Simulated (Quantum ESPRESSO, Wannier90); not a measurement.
**CdS (zinc blende), plane waves to Wannier functions**

Structure: Materials Project mp-2469, symmetrised, not relaxed again. COD (Crystallography Open Database) has the formula in 2 space groups, this one among them (matched by group alone). Level: PBEsol, no spin polarisation, no spin-orbit coupling; pw.x of Quantum ESPRESSO at 82 Ry with PseudoDojo potentials, 10×10×10 k-points, Wannier90. Density: 10×10×10 mesh, Gaussian smearing 0.01 Ry.

```
begin unit_cell_cart
ang
    0.0000000000    2.9429550000    2.9429550000
    2.9429550000    0.0000000000    2.9429550000
    2.9429550000    2.9429550000    0.0000000000
end unit_cell_cart
mp_grid = 10 10 10
```

Which shells of neighbouring k-points and which b-vectors and weights does Wannier90 pick for this cell and mesh?


```
 *---------------------------------- K-MESH ----------------------------------*
 +----------------------------------------------------------------------------+
 |                    Distance to Nearest-Neighbour Shells                    |
 |                    ------------------------------------                    |
 |          Shell             Distance (Ang^-1)          Multiplicity         |
 |          -----             -----------------          ------------         |
 |             1                   0.184896                      8            |
 |             2                   0.213499                      6            |
 |             3                   0.301933                     12            |
 |             4                   0.354048                     24            |
 |             5                   0.369791                      8            |
 |             6                   0.426998                      6            |
 |             7                   0.465311                     24            |
 |             8                   0.477399                     24            |
       ... (lines left out)
 +----------------------------------------------------------------------------+
 | The b-vectors are chosen automatically                                     |
 | The following shells are used:                       1                     |
 +----------------------------------------------------------------------------+
 |                        Shell   # Nearest-Neighbours                        |
 |                        -----   --------------------                        |
 |                          1               8                                 |
 +----------------------------------------------------------------------------+
 | Completeness relation is fully satisfied [Eq. (B1), PRB 56, 12847 (1997)]  |
 +----------------------------------------------------------------------------+
 |                  b_k Vectors (Ang^-1) and Weights (Ang^2)                  |
 |                  ----------------------------------------                  |
 |            No.         b_k(x)      b_k(y)      b_k(z)        w_b           |
 |            ---        --------------------------------     --------        |
 |             1         0.106750    0.106750   -0.106750    10.969265        |
 |             2         0.106750   -0.106750    0.106750    10.969265        |
 |             3        -0.106750    0.106750    0.106750    10.969265        |
 |             4         0.106750    0.106750    0.106750    10.969265        |
 |             5        -0.106750   -0.106750    0.106750    10.969265        |
 |             6        -0.106750    0.106750   -0.106750    10.969265        |
 |             7         0.106750   -0.106750   -0.106750    10.969265        |
 |             8        -0.106750   -0.106750   -0.106750    10.969265        |
```
